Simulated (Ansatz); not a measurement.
Values for one crystal, relaxed and computed with plane-wave PAW r²SCAN (Ansatz code); other levels are named.

| Property | Result |
|---|---|
| Volume per atom | 21.53 Å³ |
| Band gap | 1.02 eV (indirect) |
| Smallest direct gap on the standard path | 1.47 eV |
| Conduction-band minimum | at M (3 equivalent valleys) |
| Hole effective mass | 0.28, 0.95, 1.3 mₑ (principal values) |
| Bulk modulus (Birch–Murnaghan fit) | 48.8 GPa |
| Formation energy from the elements (no fitted shifts) | -0.64 eV/atom |

Q: Which of these materials gives this?
(A) AlGaN2, P-4m2 (Al on 1c, Ga on 1a, N on 2g)
(B) BaTiO3, Amm2 (Ba on 2a, Ti on 2b, O on 4e, O on 2a)
(C) AlN, P6_3/mmc (Al on 2d, N on 2c)
(D) BaAlGeH, P3m1 (Ba on 1b, Al on 1a, Ge on 1c, H on 1a)

A: D, BaAlGeH, P3m1 (Ba on 1b, Al on 1a, Ge on 1c, H on 1a)

The workflow started from a Materials Project entry (that database holds measured and hypothetical structures alike); the Crystallography Open Database files this formula in space group No. 156, but the cells were not matched. Whether it is the stable phase at ambient conditions was not checked. The cell was relaxed with r²SCAN under the symmetry of its start; its stability against distortions is not shown here. The references are the lowest solids computed at this level, not always the standard phases (solids in place of the gases). Spin–orbit coupling is left out wherever it is not named.

Potentials: the later of the program's two PAW sets.
